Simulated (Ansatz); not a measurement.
Co$_{2}$SiB$_{2}$:
```xyz
5
Lattice="1.4863 -5.1806 0.0000 1.4863 5.1806 0.0000 0.0000 0.0000 2.7227" Properties=species:S:1:pos:R:3 pbc="T T T"
Si     0.0000     0.0000     0.0000
Co     1.4863     1.4063     1.3614
Co     1.4863    -1.4063     1.3614
B      1.4863     3.0475     0.0000
B      1.4863    -3.0475     0.0000
```

Relaxed with r²SCAN. Special points in fractions of this cell's reciprocal vectors: Γ (0.000, 0.000, 0.000); Y (-0.500, 0.500, 0.000); C0 (-0.271, 0.729, 0.000); Σ0 (0.271, 0.271, 0.000); Z (0.000, 0.000, 0.500); A0 (0.271, 0.271, 0.500); E0 (-0.271, 0.729, 0.500); T (-0.500, 0.500, 0.500); S (0.000, 0.500, 0.000); R (0.000, 0.500, 0.500).

Q: List the band energies nearest the Fermi level at these points for r²SCAN in the plane-wave PAW code Ansatz.

A: In eV from the Fermi level; about four levels below and three above (degenerate sets whole), none deeper than 8.9 eV; points with the same levels are listed once.

```
k                     below           above
--  -----------------------  --------------
Γ   -1.34 -1.21 -0.65 -0.32  1.08 2.59 4.10
Y   -1.53 -1.26 -1.22 -0.08  0.92 2.29 4.88
C0  -1.12 -1.12 -1.06 -0.79  2.28 3.38 5.71
Z   -2.02 -1.67 -0.73 -0.46  1.34 1.98 2.34
A0  -1.58 -0.94 -0.88 -0.51  0.46 1.56 2.30
T   -2.32 -1.03 -0.54 -0.39  1.77 1.78 2.73
S   -1.22 -1.10 -0.99 -0.84  2.24 3.99 5.94
R   -1.53 -0.90 -0.90 -0.54  0.41 1.53 2.26
```

Space group Cmmm. The start of the workflow was typed in or built on a structure type; neither database checked (COD, Materials Project) lists it. Its standing as an ambient phase is unchecked. The r²SCAN relaxation kept the symmetry of its start; whether a distortion lowers the energy is not shown. The workflow began spin-polarised and lost its moments.

Potentials: the later of the program's two PAW sets.
